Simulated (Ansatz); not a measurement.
Ti (hcp, Mg type), conventional cell a = b = 2.9389 Å, c = 4.6500 Å, α = β = 90.00°, γ = 120.00°. The calculation uses the primitive cell of 2 atoms, to which meshes and values per cell refer.

This relaxed cell (volume V₀) is scaled evenly in all directions, its shape held. Symmetry pins the atoms to their sites.

Calculation: PBE (plane waves to 420 eV, PAW, scalar-relativistic; Ansatz, a quantum-chemistry and plane-wave program). k mesh 18×18×10 (Γ-centred), Fermi-Dirac smearing 0.05 eV. Energies are smeared free energies. Compression counts positive. The PAW data are Ansatz's earlier set. Ti is run without spin polarisation. Ti was relaxed with its symmetry unable to fall. The zero of ΔE is the relaxed starting cell.

Question: Predict the ΔE (eV/atom) and P (GPa) at V/V₀ = 0.840, 0.867, 0.893, 0.973, 1.080, 1.133.

Answer: 
```json
[
 {"V/V₀": "0.840", "ΔE (eV/atom)": "0.202", "P (GPa)": "26.5"},
 {"V/V₀": "0.867", "ΔE (eV/atom)": "0.134", "P (GPa)": "20.6"},
 {"V/V₀": "0.893", "ΔE (eV/atom)": "0.082", "P (GPa)": "15.4"},
 {"V/V₀": "0.973", "ΔE (eV/atom)": "0.004", "P (GPa)": "3.2"},
 {"V/V₀": "1.080", "ΔE (eV/atom)": "0.035", "P (GPa)": "-7.5"},
 {"V/V₀": "1.133", "ΔE (eV/atom)": "0.089", "P (GPa)": "-11.1"}
]
```

(A scan under strain: stresses follow from slopes of the energy per volume, elastic moduli from its curvatures.)
